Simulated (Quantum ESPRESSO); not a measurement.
Band energies of CsGeBr3

```xyz
5
Lattice="3.9693 2.2917 3.3350 -3.9693 2.2917 3.3350 0.0000 -4.5833 3.3350" Properties=species:S:1:pos:R:3 pbc="T T T"
Ge     0.0000     0.0000     4.7731
Br    -1.8926    -1.0927     3.4670
Br     1.8926    -1.0927     3.4670
Br     0.0000     2.1854     3.4670
Cs     0.0000     0.0000     0.0130
```

LDA (pw.x of Quantum ESPRESSO, ONCV potentials, scalar-relativistic); path ΓLB1,BZΓX,QFP1Z,LP; energies in eV from the valence-band maximum.

```
k (1/Å)  point  band 18  band 19  band 20  band 21  band 22  band 23  band 24  band 25
-------  -----  -------  -------  -------  -------  -------  -------  -------  -------
0.00         Γ    -2.40    -2.26    -2.13    -2.13    -2.08     2.76     3.74     3.74
0.28              -2.47    -2.33    -2.33    -2.20    -1.99     3.42     3.60     4.18
0.55         L    -2.52    -2.40    -2.40    -2.27    -1.55     2.13     4.34     4.60
0.74              -2.48    -2.40    -2.31    -2.22    -1.44     2.03     4.19     4.45
1.13              -3.01    -1.96    -1.91    -1.81    -0.62     1.43     1.94     2.21
1.32        B1    -2.90    -1.77    -1.77    -1.75    -0.02     1.15     1.35     1.37
1.32         B    -2.90    -1.77    -1.77    -1.75    -0.02     1.15     1.35     1.37
1.35         Z    -2.90    -1.76    -1.76    -1.75     0.00     1.14     1.34     1.34
1.53              -2.99    -1.86    -1.86    -1.80    -0.63     1.75     1.75     1.78
1.72              -2.93    -2.00    -2.00    -1.94    -1.49     2.69     2.69     2.73
1.91              -2.73    -2.10    -2.09    -2.09    -2.07     3.52     3.75     3.75
2.29         Γ    -2.40    -2.26    -2.13    -2.13    -2.08     2.76     3.74     3.74
2.48              -2.43    -2.32    -2.29    -2.17    -1.99     3.10     3.93     3.98
2.68              -2.52    -2.44    -2.29    -2.18    -1.79     3.31     3.67     3.99
3.06         X    -2.69    -2.50    -2.46    -1.77    -0.76     1.66     1.84     4.61
3.06         Q    -2.69    -2.50    -2.46    -1.77    -0.76     1.66     1.84     4.61
3.08         F    -2.69    -2.50    -2.46    -1.77    -0.75     1.65     1.83     4.61
3.61        P1    -2.90    -1.77    -1.77    -1.75    -0.01     1.14     1.35     1.36
3.61         Z    -2.90    -1.76    -1.76    -1.75     0.00     1.14     1.34     1.34
4.39         L    -2.52    -2.40    -2.40    -2.27    -1.55     2.13     4.34     4.60
5.15         P    -2.90    -1.77    -1.77    -1.75    -0.01     1.14     1.35     1.36
```

The LDA gap is direct, 1.14 eV at Z. Another valence and conduction extremum on the path lies within 0.02 eV, too close to call.

Spin-orbit splittings are left out.

Geometry of the Materials Project entry, not relaxed at this level.

The structure is a Materials Project entry; no match was found in the copy of COD used, and its stability was not checked.
